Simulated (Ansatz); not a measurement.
Bi2Te3 — ²⁰⁹Bi NMR of the central transition

Cell: a Materials Project structure (computed, not necessarily an observed phase) whose atoms were relaxed with PBE, the cell held.

```
CELL_PARAMETERS angstrom
2.20907 1.27540 10.75243
-2.20907 1.27540 10.75243
0.00000 -2.55081 10.75243
ATOMIC_POSITIONS crystal
Bi 0.60262 0.60262 0.60262
Bi 0.39738 0.39738 0.39738
Te 0.78444 0.78444 0.78444
Te 0.00000 0.00000 0.00000
Te 0.21556 0.21556 0.21556
```

Atom numbers follow the list; atoms alike are taken as one site, whose name carries the number of the first.

Method: Kohn–Sham DFT in Ansatz, PBE, plane waves and PAW, scalar-relativistic, 420 eV cutoff, Γ-centred 9×9×9 k-points, Fermi–Dirac smearing 0.01 eV.

²⁰⁹Bi has I = 9/2 and Q = -516.0 mb (Pyykkö 2018); at 18.8 T its Larmor frequency is ν₀ = 130.9 MHz (from the bare nuclear moment; shielding lowers the observed one by a per cent or two). Only the quadrupole interaction is simulated: positions count from each site's isotropic chemical shift, and J coupling is left out, as are shift anisotropy and dipolar coupling, which fast spinning averages.

(1) Simulate the second-order pattern (fast magic-angle spinning, Gaussian broadening 0.6 kHz) of site Bi (6 Te at 3.08–3.28 Å).

Results:

(1) The calculation gives C_Q = -25.4 MHz and η = 0.00, so ν_Q = 1.06 MHz and the centre of gravity lies at -52.1 ppm (-6.82 kHz).

offset (kHz), height and a bar:
```
   -17.73          0 
   -17.20          1 
   -16.68          4 #
   -16.16          5 #
   -15.64          5 #
   -15.12          5 ##
   -14.59          5 ##
   -14.07          5 ##
   -13.55          6 ##
   -13.03          6 ##
   -12.51          6 ##
   -11.98          6 ##
   -11.46          7 ##
   -10.94         33 ##########
   -10.42         79 ########################
    -9.90         56 #################
    -9.37         44 #############
    -8.85         39 ############
    -8.33         37 ###########
    -7.81         35 ###########
    -7.29         35 ##########
    -6.76         35 ##########
    -6.24         35 ###########
    -5.72         36 ###########
    -5.20         38 ###########
    -4.68         41 ############
    -4.15         45 ##############
    -3.63         54 ################
    -3.11         75 ######################
    -2.59        100 ##############################
    -2.07         26 ########
    -1.54          0
```

An axis of threefold or higher order runs through Bi, so V_zz lies along it and η is zero.

Spin–orbit coupling is left out, which shifts gradients on Bi by a few per cent in wide-gap crystals, and can shift them far more where the calculated gap is small or absent, as here. Newer work puts Q(²⁰⁹Bi) near −420 mb, which would lower these couplings by about a fifth.
